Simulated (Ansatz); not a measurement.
Run on LaHg: DFT, LDA, PAW with Ansatz's default frozen-core files, scalar-relativistic (Ansatz 0.2.0). This run: the series' base cell.

The base volume is that of a database entry, so it needn't be at zero pressure; the structure needn't be the stable phase, at rest or compressed.

Command: `ansatz run input.yaml --threads 1 --pin off --max-ram 2048MiB --backend cpu --events-out ev --progress --plain --runs-dir out` It took 5 s on 1 thread of Intel(R) Xeon(R) Platinum 8375C CPU @ 2.90GHz (Ice Lake), on a shared host, peak memory 0.5 GiB.

```yaml
crystal:
  lattice:
    - [3.864, 0.0, 0.0]
    - [0.0, 3.864, 0.0]
    - [0.0, 0.0, 3.864]
  atoms:
    - { symbol: La, position: [0.5, 0.5, 0.5] }
    - { symbol: Hg, position: [0.0, 0.0, 0.0] }
kpoints:
  mp_grid: { grid: [9, 9, 9] }
  band_path:
    path:
      - [0.0, 0.0, 0.0]
      - [0.0, 0.5, 0.0]
      - [0.5, 0.5, 0.0]
      - [0.0, 0.0, 0.0]
      - [0.5, 0.5, 0.5]
      - [0.0, 0.5, 0.0]
      - [0.5, 0.5, 0.5]
      - [0.5, 0.5, 0.0]
    npoints: 6
scf:
  occupations: { method: fermi_dirac, width: 0.05 }
hamiltonian:
  xc: lda
  pseudopotentials: { kind: paw }
output:
  forces: true
  stress: true
  eigenvalues: true
  efg: { contact_densities: true }
  populations: true
```

Output:

```
La: projections on atomic orbitals take those of the free atom [Kr 4d10] 4f0 5s2 5p6 5d1 6s2, of charge +0.00 (hamiltonian.pseudopotentials.projection_atoms); the dataset's partial waves leave at most 1.9e-5 of an orbital's norm unspanned inside its sphere
La, Hg: output.efg is read without spin–orbit coupling, which moves field gradients at and beside such atoms by some per cent and up to a factor of two; PAW files take it under magnetization.noncollinear and magnetization.spin_orbit
Engine: ansatz 0.2.0
Pseudopotentials: kind: paw
Pseudopotential: La, paw, valence charge 11, recommended cutoff 420 eV (normal), La.paw.azcp
Pseudopotential: Hg, paw, valence charge 20, recommended cutoff 420 eV (normal), Hg.paw.azcp
Functional definition: SPW92
  exchange = slater_x
  correlation = pw_c
Crystal: 2 atoms, lattice volume = 57.691 Å³
Basis set: ecut = 420 eV, 1141 PW (Γ)
Bands: 20, of which v1, the nominal top of the filled ones, is band 16 counted from 1 (15 counted from 0)
Symmetry: 48 space group operations
Space group: Pm-3m (ITA 221), of the structure as read, at distance tolerance 3.9e-5 Å
k-points: 35 of 729
Non-local potential: La, projectors of the file, l = 0: 3, l = 1: 2, l = 2: 2, l = 3: 3
Non-local potential: Hg, projectors of the file, l = 0: 3, l = 1: 2, l = 2: 2, l = 3: 1
PAW form: soft (Blöchl's): semilocal exchange-correlation on the pseudo side does not see the compensation charge
PAW frozen core: La, regenerated for the run's functional, and the local potential with it (the file was generated under x = pbe(κ = 0.804, μ = 0.2195149727645171), c = pbe(β = 0.06672455060314922))
PAW frozen core: Hg, regenerated for the run's functional, and the local potential with it (the file was generated under x = pbe(κ = 0.804, μ = 0.2195149727645171), c = pbe(β = 0.06672455060314922))
PAW one-centre angular grid: La, 590 points (default); XC on 64 Gauss nodes
PAW one-centre angular grid: Hg, 590 points (default); XC on 64 Gauss nodes
Initial density: superposition of atomic densities (neutral atoms: chi_scale 0, normalization atom), corrected by the library's trained network
Initial wavefunctions: pseudopotential atomic-orbital guess
Functional: x = slater, c = lda
SCF iter   1: F=—  HF=-19599.680429 eV  |F-HF|=—  |Δ(HF+E_count)|=         —  Δρ=6.17e-3  dr2=1.24e-2  ethr=1.77e-3  ⟨swp⟩=4.3  Hψ=2785  notcnv=0
preconditioner: auto → Kerker (q_TF=auto, 2.460 Å⁻¹)  [metal: Δε(μ)=0.039 eV  Ē_g=9.901 eV  σ=0.050 eV  W_gap=0.19  n_scr=18 (ndim 8)  ℏωp=22.4 eV  f_vac=0.000  D(μ)=3.19/eV (n_scr^D=26)]
SCF iter   2: F=—  HF=-19599.676755 eV  |F-HF|=—  |Δ(HF+E_count)|=   3.67e-3  Δρ=3.07e-3  dr2=3.61e-3  ethr=3.99e-5  ⟨swp⟩=2.3  Hψ=1590  notcnv=0
SCF iter   3: F=—  HF=-19599.675504 eV  |F-HF|=—  |Δ(HF+E_count)|=   1.25e-3  Δρ=5.40e-4  dr2=2.88e-4  ethr=1.17e-5  ⟨swp⟩=2.1  Hψ=987  notcnv=0
SCF iter   4: F=—  HF=-19599.675418 eV  |F-HF|=—  |Δ(HF+E_count)|=   8.62e-5  Δρ=9.72e-5  dr2=9.30e-6  ethr=9.30e-7  ⟨swp⟩=2.0  Hψ=1199  notcnv=0
SCF iter   5: F=—  HF=-19599.675420 eV  |F-HF|=—  |Δ(HF+E_count)|=   1.64e-6  Δρ=2.93e-5  dr2=3.48e-7  ethr=3.00e-8  ⟨swp⟩=2.1  Hψ=1061  notcnv=0
SCF iter   6: F=-19599.675420 eV  HF=-19599.675420 eV  |F-HF|=3.53e-10  |Δ(HF+E_count)|=   6.44e-8  Δρ=5.54e-6  dr2=1.27e-8  ethr=3.23e-10  ⟨swp⟩=8.0  Hψ=3434  notcnv=0
SCF 1 converged in 6 iterations: F = -19599.675420 eV  dr2 = 1.27e-8
  greatest PAW one-centre occupation: 1.000 electrons in one spin orbital (limit 2), on the Hg atom at site 1 (counted from 0), in its partial waves of l = 0
NSCF: frozen V_eff on 43 k-points
SCF converged after 6 iterations
Free energy (F): -19599.675420 eV
Harris-Foulkes:  -19599.675420 eV  (|F-HF|=3.53e-10)
Internal energy: -19599.649519 eV  (E = F + TS)
E sigma→0 (E₀):  -19599.662469 eV
Entropy (-TS):   -0.025901 eV (-12.950 meV/atom)
Fermi energy:    13.292035 eV
--- Per-component energies (eV) ---
  E_band       = -452.906657
  E_kinetic    = 796.625975
  E_local      = -3310.156621  (includes V_loc(G=0)·N_el)
  E_nonlocal   = 177.506108
  E_hartree    = 1403.751231
  E_xc         = -358.121545
  E_vxc        = -410.455927  (∫ρ·V_xc dr)
  E_paw        = -14898.280902  (= ΣΔE_a)
  E_vpaw       = -513.926432  (= ΣTr[D̂ρ^β])
  E_aug_tail   = 0.000842  (compensation charges beyond the density's cutoff)
  E_ewald      = -3411.873416
  E_core_change = 0.898809  (= ΣΔE_core)
  E_smearing   = -0.025901  (= −TS)
  E_closure    = -0.000000  (closes the sum)
  Σ components = -19599.675420   (vs F -19599.675420, Δ=0.00e0)
--- Forces (eV/Å), atoms counted from 1 ---
  atom   1  La     0.00000000    -0.00000000     0.00000000
  atom   2  Hg     0.00000000    -0.00000000     0.00000000
  max |Σ_I F_I| component: 2.42e-29 eV/Å
--- Stress (GPa, compression-positive) ---
       -2.916257       0.000000       0.000000
        0.000000      -2.916257       0.000000
        0.000000       0.000000      -2.916257
  P = ⅓ Tr σ = -2.9163 GPa (-29.163 kbar)
--- PAW observables at the nuclei: V_zz in 10²¹ V/m², potentials from the cell's mean, atoms counted from 1 ---
  atom   1  La V_zz =    +0.000000   η = 0.0000   by run symmetry: forbidden
            electrostatic potential = -9878.892919 V   contact ρ = 2238460.081681 e/Å³
  atom   2  Hg V_zz =    +0.000000   η = 0.0000   by run symmetry: forbidden
            electrostatic potential = -16794.187976 V   contact ρ = 14075738.094245 e/Å³
--- Band table (eV; the first three rows and the last of 35) ---
  k-point 0: bands = ["-102.2113", "-50.4748", "-50.4748", "-50.4748", "-19.8225", "-3.2020", "-3.2020", "-3.2020", "5.7510", "5.7510", "6.1685", "6.1685", "6.1685", "6.2502", "13.2522", "13.2522", "14.6340", "14.6340", "14.6340", "14.7344"]
  k-point 1: bands = ["-102.2113", "-50.4749", "-50.4748", "-50.4748", "-19.8168", "-3.2889", "-3.1971", "-3.1971", "5.7642", "5.8084", "6.1668", "6.1668", "6.1727", "6.4403", "13.2375", "13.2969", "14.5292", "14.6214", "14.6214", "14.7267"]
  k-point 2: bands = ["-102.2113", "-50.4753", "-50.4748", "-50.4748", "-19.8022", "-3.4996", "-3.1847", "-3.1847", "5.7983", "5.9508", "6.1635", "6.1635", "6.1836", "6.9737", "12.9837", "13.1990", "14.4170", "14.5601", "14.5601", "14.7072"]
  k-point 34: bands = ["-102.2112", "-50.4758", "-50.4758", "-50.4758", "-19.6869", "-3.6662", "-3.6662", "-3.6653", "6.0815", "6.1187", "6.1187", "6.4854", "6.4854", "9.8230", "11.2955", "11.2955", "12.0036", "14.7506", "14.7506", "14.7570"]
--- Löwdin populations: 2 sites ---
  site symbol       q [e]
     0     La     11.5706
     1     Hg     19.1119
  spilling = 0.010243 (of n_electrons = 31.000000)
```

populations.tsv:

```
# site	symbol	l	j	q
# orbitals = lowdin
# n_electrons = 31.000000
# spilling = 0.010243
# projection_atom_La: [Kr 4d10] 4f0 5s2 5p6 5d1 6s2
0	La	0_5S	-	1.955550
0	La	0_6S	-	0.863112
0	La	1_5P	-	5.959269
0	La	2_5D	-	2.593693
0	La	3_4F	-	0.198980
1	Hg	0_5S	-	1.974086
1	Hg	0_6S	-	1.296829
1	Hg	1_5P	-	5.991401
1	Hg	2_5D	-	9.849551
```

Next run (volume at 0.8 of the series' base cell), as changes to the input before:

```diff
   lattice:
-    - [3.864, 0.0, 0.0]
-    - [0.0, 3.864, 0.0]
-    - [0.0, 0.0, 3.864]
+    - [3.5870198506, 0.0, 0.0]
+    - [0.0, 3.5870198506, 0.0]
+    - [0.0, 0.0, 3.5870198506]
   atoms:
   populations: true
+  write_density: true
+  write_potential: true
+  elf: true
+  volumetric_format: npy
```

Command: `ansatz run input.yaml --threads 1 --pin off --max-ram 2048MiB --backend cpu --events-out ev --progress --plain --runs-dir out` It took 4.5 s on 1 thread of Intel(R) Xeon(R) Platinum 8375C CPU @ 2.90GHz (Ice Lake), on a shared host, peak memory 0.48 GiB.

Results part of the output:

```
SCF 1 converged in 6 iterations: F = -19599.334796 eV  dr2 = 8.57e-9
  greatest PAW one-centre occupation: 1.000 electrons in one spin orbital (limit 2), on the Hg atom at site 1 (counted from 0), in its partial waves of l = 0
NSCF: frozen V_eff on 43 k-points
SCF converged after 6 iterations
Free energy (F): -19599.334796 eV
Harris-Foulkes:  -19599.334796 eV  (|F-HF|=4.11e-9)
Internal energy: -19599.308374 eV  (E = F + TS)
E sigma→0 (E₀):  -19599.321585 eV
Entropy (-TS):   -0.026422 eV (-13.211 meV/atom)
Fermi energy:    17.297781 eV
--- Per-component energies (eV) ---
  E_band       = -337.766528
  E_kinetic    = 807.384063
  E_local      = -2904.203872  (includes V_loc(G=0)·N_el)
  E_nonlocal   = 176.878144
  E_hartree    = 1256.418021
  E_xc         = -362.999762
  E_vxc        = -416.816896  (∫ρ·V_xc dr)
  E_paw        = -14898.355394  (= ΣΔE_a)
  E_vpaw       = -513.842982  (= ΣTr[D̂ρ^β])
  E_aug_tail   = 0.000840  (compensation charges beyond the density's cutoff)
  E_ewald      = -3675.329223
  E_core_change = 0.898809  (= ΣΔE_core)
  E_smearing   = -0.026422  (= −TS)
  E_closure    = -0.000000  (closes the sum)
  Σ components = -19599.334796   (vs F -19599.334796, Δ=0.00e0)
--- Forces (eV/Å), atoms counted from 1 ---
  atom   1  La    -0.00000000    -0.00000000    -0.00000000
  atom   2  Hg    -0.00000000     0.00000000     0.00000000
  max |Σ_I F_I| component: 1.13e-29 eV/Å
--- Stress (GPa, compression-positive) ---
       15.810724       0.000000       0.000000
        0.000000      15.810724       0.000000
        0.000000       0.000000      15.810724
  P = ⅓ Tr σ = 15.8107 GPa (158.107 kbar)
--- PAW observables at the nuclei: V_zz in 10²¹ V/m², potentials from the cell's mean, atoms counted from 1 ---
  atom   1  La V_zz =    -0.000000   η = 0.0000   by run symmetry: forbidden
            electrostatic potential = -9884.625811 V   contact ρ = 2238468.170908 e/Å³
  atom   2  Hg V_zz =    +0.000000   η = 0.0000   by run symmetry: forbidden
            electrostatic potential = -16798.593985 V   contact ρ = 14075836.538386 e/Å³
--- Band table (eV; the first three rows and the last of 35) ---
  k-point 0: bands = ["-98.7422", "-47.0168", "-47.0168", "-47.0168", "-15.3922", "1.3593", "1.3593", "1.3593", "8.8049", "8.8049", "9.4613", "9.5656", "9.5656", "9.5656", "17.2578", "17.2578", "19.1909", "19.1909", "19.1909", "19.2846"]
  k-point 1: bands = ["-98.7422", "-47.0173", "-47.0168", "-47.0168", "-15.3773", "1.1636", "1.3657", "1.3657", "8.8285", "8.9132", "9.5723", "9.5741", "9.5741", "9.7402", "17.2024", "17.3754", "19.0342", "19.1484", "19.1484", "19.2800"]
  k-point 2: bands = ["-98.7422", "-47.0185", "-47.0167", "-47.0167", "-15.3392", "0.7114", "1.3818", "1.3818", "8.8895", "9.1851", "9.5892", "9.5985", "9.5985", "10.4717", "17.0602", "17.2353", "18.8085", "18.9556", "18.9556", "19.2684"]
  k-point 34: bands = ["-98.7421", "-47.0202", "-47.0202", "-47.0202", "-15.0485", "0.4138", "0.4138", "0.4213", "9.6104", "9.6985", "9.6985", "10.0502", "10.0502", "13.3799", "14.5683", "14.5683", "15.7592", "19.3815", "19.3815", "19.3969"]
--- Löwdin populations: 2 sites ---
  site symbol       q [e]
     0     La     11.8499
     1     Hg     18.9036
  spilling = 0.007953 (of n_electrons = 31.000000)
```

Next run (volume at 0.75 of the series' base cell), as changes to the input before:

```diff
   lattice:
-    - [3.5870198506, 0.0, 0.0]
-    - [0.0, 3.5870198506, 0.0]
-    - [0.0, 0.0, 3.5870198506]
+    - [3.5106769854, 0.0, 0.0]
+    - [0.0, 3.5106769854, 0.0]
+    - [0.0, 0.0, 3.5106769854]
   atoms:
   populations: true
-  write_density: true
-  write_potential: true
-  elf: true
-  volumetric_format: npy
```

Results part of the output:

```
SCF 1 converged in 6 iterations: F = -19598.972526 eV  dr2 = 5.54e-9
  greatest PAW one-centre occupation: 1.000 electrons in one spin orbital (limit 2), on the Hg atom at site 1 (counted from 0), in its partial waves of l = 0
NSCF: frozen V_eff on 43 k-points
SCF converged after 6 iterations
Free energy (F): -19598.972526 eV
Harris-Foulkes:  -19598.972526 eV  (|F-HF|=2.07e-9)
Internal energy: -19598.948926 eV  (E = F + TS)
E sigma→0 (E₀):  -19598.960726 eV
Entropy (-TS):   -0.023600 eV (-11.800 meV/atom)
Fermi energy:    18.643896 eV
--- Per-component energies (eV) ---
  E_band       = -300.151580
  E_kinetic    = 811.343622
  E_local      = -2783.879969  (includes V_loc(G=0)·N_el)
  E_nonlocal   = 176.861573
  E_hartree    = 1214.219955
  E_xc         = -364.610772
  E_vxc        = -418.919651  (∫ρ·V_xc dr)
  E_paw        = -14898.530369  (= ΣΔE_a)
  E_vpaw       = -513.996901  (= ΣTr[D̂ρ^β])
  E_aug_tail   = 0.000825  (compensation charges beyond the density's cutoff)
  E_ewald      = -3755.252600
  E_core_change = 0.898809  (= ΣΔE_core)
  E_smearing   = -0.023600  (= −TS)
  E_closure    = 0.000000  (closes the sum)
  Σ components = -19598.972526   (vs F -19598.972526, Δ=0.00e0)
--- Forces (eV/Å), atoms counted from 1 ---
  atom   1  La     0.00000000     0.00000000    -0.00000000
  atom   2  Hg     0.00000000     0.00000000    -0.00000000
  max |Σ_I F_I| component: 6.71e-30 eV/Å
--- Stress (GPa, compression-positive) ---
       24.899776       0.000000       0.000000
        0.000000      24.899776       0.000000
        0.000000       0.000000      24.899776
  P = ⅓ Tr σ = 24.8998 GPa (248.998 kbar)
--- PAW observables at the nuclei: V_zz in 10²¹ V/m², potentials from the cell's mean, atoms counted from 1 ---
  atom   1  La V_zz =    +0.000000   η = 0.0000   by run symmetry: forbidden
            electrostatic potential = -9886.513717 V   contact ρ = 2238470.163541 e/Å³
  atom   2  Hg V_zz =    +0.000000   η = 0.0000   by run symmetry: forbidden
            electrostatic potential = -16800.059623 V   contact ρ = 14075869.631748 e/Å³
--- Band table (eV; the first three rows and the last of 35) ---
  k-point 0: bands = ["-97.5993", "-45.8805", "-45.8805", "-45.8805", "-13.9882", "2.8320", "2.8320", "2.8320", "9.7828", "9.7828", "10.5844", "10.6777", "10.6777", "10.6777", "18.5895", "18.5895", "20.6826", "20.6826", "20.6826", "20.7528"]
  k-point 1: bands = ["-97.5993", "-45.8811", "-45.8804", "-45.8804", "-13.9688", "2.5862", "2.8377", "2.8377", "9.8102", "9.9129", "10.6851", "10.6922", "10.6922", "10.8997", "18.5163", "18.7347", "20.5100", "20.6284", "20.6284", "20.7515"]
  k-point 2: bands = ["-97.5993", "-45.8829", "-45.8803", "-45.8803", "-13.9191", "2.0305", "2.8521", "2.8521", "9.8813", "10.2375", "10.7041", "10.7332", "10.7332", "11.7037", "18.3299", "18.6752", "20.2356", "20.3892", "20.3892", "20.7477"]
  k-point 34: bands = ["-97.5991", "-45.8852", "-45.8852", "-45.8852", "-13.5443", "1.6811", "1.6811", "1.6930", "10.7991", "10.9121", "10.9121", "11.2233", "11.2233", "14.5396", "15.6558", "15.6558", "17.0248", "20.8902", "20.8902", "20.9089"]
--- Löwdin populations: 2 sites ---
  site symbol       q [e]
     0     La     11.9373
     1     Hg     18.8354
  spilling = 0.007333 (of n_electrons = 31.000000)
```

Next run (volume at 0.55 of the series' base cell), as changes to the input before:

```diff
   lattice:
-    - [3.5106769854, 0.0, 0.0]
-    - [0.0, 3.5106769854, 0.0]
-    - [0.0, 0.0, 3.5106769854]
+    - [3.1658573896, 0.0, 0.0]
+    - [0.0, 3.1658573896, 0.0]
+    - [0.0, 0.0, 3.1658573896]
   atoms:
```

Results part of the output:

```
SCF 1 converged in 6 iterations: F = -19594.650310 eV  dr2 = 8.71e-8
  greatest PAW one-centre occupation: 1.000 electrons in one spin orbital (limit 2), on the Hg atom at site 1 (counted from 0), in its partial waves of l = 0
NSCF: frozen V_eff on 43 k-points
SCF converged after 6 iterations
Free energy (F): -19594.650310 eV
Harris-Foulkes:  -19594.650310 eV  (|F-HF|=5.06e-8)
Internal energy: -19594.639717 eV  (E = F + TS)
E sigma→0 (E₀):  -19594.645013 eV
Entropy (-TS):   -0.010594 eV (-5.297 meV/atom)
Fermi energy:    26.403650 eV
--- Per-component energies (eV) ---
  E_band       = -86.052361
  E_kinetic    = 837.316950
  E_local      = -2190.420961  (includes V_loc(G=0)·N_el)
  E_nonlocal   = 178.776361
  E_hartree    = 1017.862838
  E_xc         = -373.736820
  E_vxc        = -430.834233  (∫ρ·V_xc dr)
  E_paw        = -14901.069653  (= ΣΔE_a)
  E_vpaw       = -516.599107  (= ΣTr[D̂ρ^β])
  E_aug_tail   = 0.000841  (compensation charges beyond the density's cutoff)
  E_ewald      = -4164.268082
  E_core_change = 0.898809  (= ΣΔE_core)
  E_smearing   = -0.010594  (= −TS)
  E_closure    = 0.000000  (closes the sum)
  Σ components = -19594.650310   (vs F -19594.650310, Δ=0.00e0)
--- Forces (eV/Å), atoms counted from 1 ---
  atom   1  La     0.00000000    -0.00000000     0.00000000
  atom   2  Hg    -0.00000000     0.00000000     0.00000000
  max |Σ_I F_I| component: 5.00e-30 eV/Å
--- Stress (GPa, compression-positive) ---
      115.429026       0.000000       0.000000
        0.000000     115.429026       0.000000
        0.000000       0.000000     115.429026
  P = ⅓ Tr σ = 115.4290 GPa (1154.290 kbar)
--- PAW observables at the nuclei: V_zz in 10²¹ V/m², potentials from the cell's mean, atoms counted from 1 ---
  atom   1  La V_zz =    -0.000000   η = 0.0000   by run symmetry: forbidden
            electrostatic potential = -9897.357033 V   contact ρ = 2238478.608108 e/Å³
  atom   2  Hg V_zz =    -0.000000   η = 0.0000   by run symmetry: forbidden
            electrostatic potential = -16808.735626 V   contact ρ = 14076047.560025 e/Å³
--- Band table (eV; the first three rows and the last of 35) ---
  k-point 0: bands = ["-90.9451", "-39.2900", "-39.2900", "-39.2900", "-6.5742", "10.9483", "10.9483", "10.9483", "15.2446", "15.2446", "17.0877", "17.0877", "17.0877", "17.7121", "26.2790", "26.2790", "28.8362", "28.8362", "28.8362", "29.1578"]
  k-point 1: bands = ["-90.9451", "-39.2933", "-39.2898", "-39.2898", "-6.5132", "10.2755", "10.9237", "10.9237", "15.2962", "15.5722", "17.0992", "17.1755", "17.1755", "18.2883", "26.0499", "26.5795", "28.8844", "28.8844", "28.8976", "28.9283"]
  k-point 2: bands = ["-90.9449", "-39.3014", "-39.2891", "-39.2891", "-6.3530", "8.9710", "10.8610", "10.8610", "15.4319", "16.2704", "17.1284", "17.4172", "17.4172", "19.5172", "25.5141", "27.1866", "28.2777", "28.5391", "28.5391", "29.0127"]
  k-point 34: bands = ["-90.9436", "-39.3113", "-39.3113", "-39.3113", "-5.1954", "8.2103", "8.2103", "8.2786", "17.9063", "17.9768", "17.9768", "18.3552", "18.3552", "21.2645", "22.0253", "22.0253", "24.4618", "29.3500", "29.3500", "29.3896"]
--- Löwdin populations: 2 sites ---
  site symbol       q [e]
     0     La     12.3563
     1     Hg     18.4654
  spilling = 0.005752 (of n_electrons = 31.000000)
```

Spin–orbit coupling is left out, which matters for the heavy atoms. The PAW files were made under PBE.
